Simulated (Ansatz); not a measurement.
### Question
HfO₂ in space group Pca2_1 (No. 29; Hf on 4a, O on 4a, O on 4a) is relaxed with the program Ansatz at the HSE06 level (PAW). What lattice parameters of the conventional cell result?

### Answer
a = 5.245 Å, b = 5.034 Å, c = 5.062 Å.

### Question
Give the free coordinates with the occupied sites.

### Answer
In one choice of origin and axes:

```json
[
 {"atom": "Hf", "site": "4a", "symmetry": "1", "x": "0.0326", "y": "0.2667", "z": "0.2399"},
 {"atom": "O", "site": "4a", "symmetry": "1", "x": "0.3656", "y": "0.0688", "z": "0.3824"},
 {"atom": "O", "site": "4a", "symmetry": "1", "x": "0.2318", "y": "0.5375", "z": "0.4907"}
]
```

### Question
Is it a metal or does it have a gap at this level?

### Answer
A gap of 6.08 eV, indirect.

The HSE06 relaxation kept the symmetry of its start. The run is not spin-polarised. The hybrid was solved on a coarse mesh, the path and, where they were found, the r²SCAN edge points; its band edges are the extreme levels among these. Spin–orbit coupling is left out wherever it is not named.

Potentials: the later of the program's two PAW sets.
